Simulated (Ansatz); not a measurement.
Ga3Mo (Cu3Au type, Pm-3m) under volume change, PBE (plane waves, PAW; program Ansatz), scaled uniformly.

| V (Å³/atom) | E − E(relaxed) (meV/atom) | P (GPa) |
|---|---|---|
| 14.202 | … | … |
| 14.670 | 23.6 | 8.59 |
| 15.138 | 5.5 | 3.92 |
| 15.606 | 0.0 | 0.00 |
| 16.075 | 4.8 | -3.21 |
| 16.543 | … | … |
| 17.011 | 39.0 | -8.23 |

Problem. What belongs in the gaps?

Solution. 
- 14.202, E − E(relaxed) (meV/atom): 56.5
- 14.202, P (GPa): 14.08
- 16.543, E − E(relaxed) (meV/atom): 18.2
- 16.543, P (GPa): -5.91

Problem. What does a third-order Birch–Murnaghan fit give for V₀, B₀ and B′?

Solution. V₀ = 15.61 Å³/atom, B₀ = 118 GPa, B′ = 4.9.

A made-up cell: these elements were put on the sites of a structure type; neither database checked (COD, Materials Project) lists it. Whether it is the stable phase at ambient conditions was not checked. The cell was relaxed with PBE under the symmetry of its start; its stability against distortions is not shown here. The run is not spin-polarised. Scalar-relativistic: spin–orbit coupling is off unless named, which matters more the heavier the elements.

Potentials: the earlier of the program's two PAW sets.
